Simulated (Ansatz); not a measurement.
# C, diamond: geometry optimisation

Method: Ansatz, DFT, RPBE, plane waves (420 eV) with PAW, scalar-relativistic. The PAW files were generated under PBE, with cores re-solved for the functional.

k-point mesh 8×8×8, Fermi-Dirac smearing 0.05 eV, no spin polarisation. Cell and atoms relax.

Starting structure:

```yaml
crystal:
  lattice:
    - [0.0, 1.7834, 1.7834]
    - [1.7834, 0.0, 1.7834]
    - [1.7834, 1.7834, 0.0]
  atoms:
    - { symbol: C, position: [0.5, 0.5, 0.5] }
    - { symbol: C, position: [0.75, 0.75, 0.75] }
hamiltonian:
  xc: rpbe
  pseudopotentials:
    kind: paw
    azcp:
      C: "pseudopotentials/C.paw.azcp"
basis:
  ecutwfc: 420
  fft_grid_basis: typed
kpoints:
  mp_grid: { grid: [8, 8, 8], shift: [0, 0, 0] }
magnetization:
  spin_polarized: false
scf:
  occupations: { method: fermi_dirac, width: 0.05 }
relax:
  max_steps: 60
  f_tol: 0.01
  cell: {}
```

Question: The pressure at the start is 7.9 GPa. By how much does the volume change?

Answer: From 5.67 to 5.78 Å³ per atom, 1.8 %. The final cell has a = 3.589 Å.

Question: How much energy does the relaxation gain?

Answer: 2.6 meV per atom.
